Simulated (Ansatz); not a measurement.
SrTl2:
```xyz
6
Lattice="5.1211 0.0000 0.0000 -2.5605 4.4350 0.0000 0.0000 0.0000 8.3356" Properties=species:S:1:pos:R:3 pbc="T T T"
Sr     0.0000     0.0000     2.0839
Sr     0.0000     0.0000     6.2517
Tl     0.0000     2.9566     3.7545
Tl     2.5605     1.4783     4.5811
Tl     2.5605     1.4783     7.9224
Tl     0.0000     2.9566     0.4133
```

Relaxed with r²SCAN. Special points in fractions of this cell's reciprocal vectors: Γ (0.000, 0.000, 0.000); M (0.500, 0.000, 0.000); K (0.333, 0.333, 0.000); A (0.000, 0.000, 0.500); L (0.500, 0.000, 0.500); H (0.333, 0.333, 0.500).

### Question
List the band energies nearest the Fermi level at these points for plane-wave PAW r²SCAN (Ansatz code).

### Answer
In eV from the Fermi level; about four levels below and three above (degenerate sets whole), none deeper than 8.9 eV; points with the same levels are listed once.

```json
[
 {"k": "Γ", "below": "-2.15 -1.10 -1.04 -1.04", "above": "0.47 0.83 0.83"},
 {"k": "M", "below": "-2.42 -1.53 -1.45 -1.42", "above": "0.05 0.51 2.40"},
 {"k": "K", "below": "-3.31 -1.64 -1.59 -1.59", "above": "1.74 1.74 2.14"},
 {"k": "A", "below": "-0.41 -0.41 -0.41 -0.41 -0.36 -0.36", "above": "1.76 1.76 1.76 1.76"},
 {"k": "L", "below": "-1.42 -1.42 -1.32 -1.32", "above": "0.47 0.47 1.00 1.00"},
 {"k": "H", "below": "-2.62 -2.62 -0.96 -0.96", "above": "0.79 0.79 2.62 2.62"}
]
```

Space group P6_3/mmc. The first step of the workflow began from a Materials Project structure, measured or hypothetical; the Crystallography Open Database files this formula in space group No. 194, but the cells were not matched. Its standing as an ambient phase is unchecked. The cell was relaxed with r²SCAN under the symmetry of its start; whether a distortion lowers the energy is not shown. Spin–orbit coupling is left out wherever it is not named.

Potentials: the later of the program's two PAW sets.
